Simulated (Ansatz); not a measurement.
Crystal: AlCo, CsCl type, 2 atoms in the cell.

Level of theory: HSE06, plane waves, PAW datasets (generated soft set 1) (Ansatz).

Cutoff 420 eV; exchange singularity: Wigner-Seitz; k-mesh 4×4×4 Γ-centred; Fermi–Dirac smearing of 0.1 eV; no spin polarisation.

```
V (Å³/atom)   a (Å)  E − E(min) (meV/atom)  P (GPa)
     10.649  2.7719                  15.59    10.83
     10.996  2.8017                   0.37     3.40
     11.343  2.8309                   0.00    -2.90
     11.690  2.8595                  12.21    -8.25
     12.038  2.8875                  35.12   -12.80
```

Task: Fit a third-order Birch–Murnaghan equation of state to the energies.

Result: V₀ = 11.177 Å³/atom (a₀ = 2.817 Å), B₀ = 202 GPa, B₀′ = 4.29.

The stress includes the program's correction for the finite plane-wave basis.

The k-mesh is coarse, so these values belong to this mesh and can lie far from the converged ones.
